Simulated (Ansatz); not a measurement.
Sensitivity of the gradients in Mg2Sc3VS8 to the input

Cell: a computed structure from the Materials Project (it need not be an observed phase).

```cif
data_structure
_symmetry_space_group_name_H-M 'P 1'
_symmetry_Int_Tables_number 1
_cell_length_a 7.4641
_cell_length_b 7.4641
_cell_length_c 7.4662
_cell_angle_alpha 119.538
_cell_angle_beta 119.538
_cell_angle_gamma 60.543
_cell_volume 297.38
loop_
_atom_site_label
_atom_site_type_symbol
_atom_site_fract_x
_atom_site_fract_y
_atom_site_fract_z
_atom_site_occupancy
Mg1 Mg 0.37515 0.37515 0.62478 1
Mg2 Mg 0.62485 0.62485 0.37522 1
Sc3 Sc 0.00000 0.50000 0.00000 1
Sc4 Sc 0.00000 0.00000 0.50000 1
Sc5 Sc 0.50000 0.00000 0.00000 1
V6 V 0.00000 0.00000 0.00000 1
S7 S 0.23527 0.77633 0.76480 1
S8 S 0.76504 0.76504 0.77653 1
S9 S 0.75772 0.75772 0.24217 1
S10 S 0.22367 0.76473 0.23520 1
S11 S 0.24228 0.24228 0.75783 1
S12 S 0.77633 0.23527 0.76480 1
S13 S 0.76473 0.22367 0.23520 1
S14 S 0.23496 0.23496 0.22347 1
```

Sites (sets of like atoms) are named by element and the number of their first atom in this list.

Reference run. Method: Kohn–Sham DFT in Ansatz, PBE, plane waves and PAW, scalar-relativistic, collinear spin, 420 eV cutoff, Γ-centred 6×6×6 k-points, Fermi–Dirac smearing 0.05 eV. Start moments as typed (μB): 2 on each V, none on the rest.

Question: The input is changed as follows: `scf.mixing.preconditioner`: not typed → none; `total_charge`: not typed → -1. What happens to V_zz (10²¹ V/m²) and η?

Answer: 

| site | atom | V_zz reference | η reference | V_zz changed | η changed |
| --- | --- | --- | --- | --- | --- |
| Mg | 1 | 0.16 | 0.00 | 0.23 | 0.00 |
| Sc3 | 3 | -0.51 | 0.70 | -0.26 | 0.47 |
| Sc4 | 4 | -0.61 | 0.50 | -0.22 | 0.97 |
| V | 6 | -1.75 | 0.11 | 1.11 | 0.16 |
| S7 | 7 | 3.15 | 0.39 | 2.42 | 0.63 |
| S8 | 8 | 3.07 | 0.37 | 2.37 | 0.63 |
| S9 | 9 | 1.58 | 0.03 | 1.79 | 0.02 |

The largest change of V_zz along a kept axis is on V, from -1.75 to 1.11. In per cent, |V_zz| changes by -23 on S (all sites that start above 2). Where |V_zz| stays above 0.1 and the axes keep their order, η moves most on S8, from 0.37 to 0.63. On V V_xx and V_yy change places (or their axes turn by over 50°), so the two values of η hide a larger change. V_zz changes sign on V (same axis). On Sc4, Sc3 the largest principal value lies along another axis in the second run, so the two V_zz can't be compared directly. The changed cell holds a charge of -1 on a uniform background, so it isn't the neutral crystal. At these positions the changed run has forces up to 0.3 eV/Å, so its atoms aren't at their own equilibrium. The absolute magnetisation of the cell goes from 2.4 to 3.2 μB. SCF iterations: 13 and 14.

On the reference run: With no gap above 0.1 eV, as in a metal, the gradients converge slowly in k; expect changes of a tenth or more on a denser mesh. Semilocal functionals can leave a metal where correlation in the d or f shell opens a gap in the real compound, and that would change the values at and beside V. All moments are parallel here, as the start or the cell imposes; many such compounds order antiparallel, where fields and spin densities carried over to other atoms largely cancel. The magnetic order is the one that the run reached from its start moments, not necessarily the measured one.
